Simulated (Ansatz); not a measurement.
Before relaxation, NH put at a top Rh site (Rh, Fm-3m (No. 225), (1 1 1) face):

```xyz
6
Lattice="2.6729 0.0000 0.0000 -1.3364 2.3148 0.0000 0.0000 0.0000 26.5471" Properties=species:S:1:pos:R:3 pbc="T T T"
Rh    1.3364    0.7716    8.5000
Rh    0.0000    1.5432   10.6824
Rh    0.0000    0.0000   12.8229
Rh    1.3364    0.7716   14.9711
N     1.3364    0.7716   17.1111
H     1.2695    0.5831   18.1111
```

Level of theory: Ansatz 0.2.0, DFT PBEsol, scalar-relativistic, plane waves, PAW. Cutoff 420 eV; k points 12×12×1 on the computed 6-atom cell (Γ-centred); Gaussian smearing, width 0.10 eV; no spin polarisation. The cell repeats along c with a dipole correction in the vacuum.

Atoms 1, 2 (counted from 1) are held. The cell is fixed. Force threshold 0.03 eV/Å.

Question: Where does it end?

Answer: The energy falls by 1.338 eV in 13 steps, to:

```
CELL_PARAMETERS angstrom
2.67286 0.00000 0.00000
-1.33643 2.31476 0.00000
0.00000 0.00000 26.54714
ATOMIC_POSITIONS crystal
Rh 0.66667 0.33333 0.32019
Rh 0.33333 0.66667 0.40239
Rh 0.00443 0.99895 0.48423
Rh 0.64651 0.32515 0.56821
N 0.63611 0.31804 0.63628
H 0.26131 0.95217 0.65301
```

The end is the local minimum or symmetric point that this start leads to. The slab is only 6.5 Å thick, so the energy isn't converged with thickness.

Cost: 1 run of about 13 core-minutes, on Arm Neoverse V2 (shared hosts).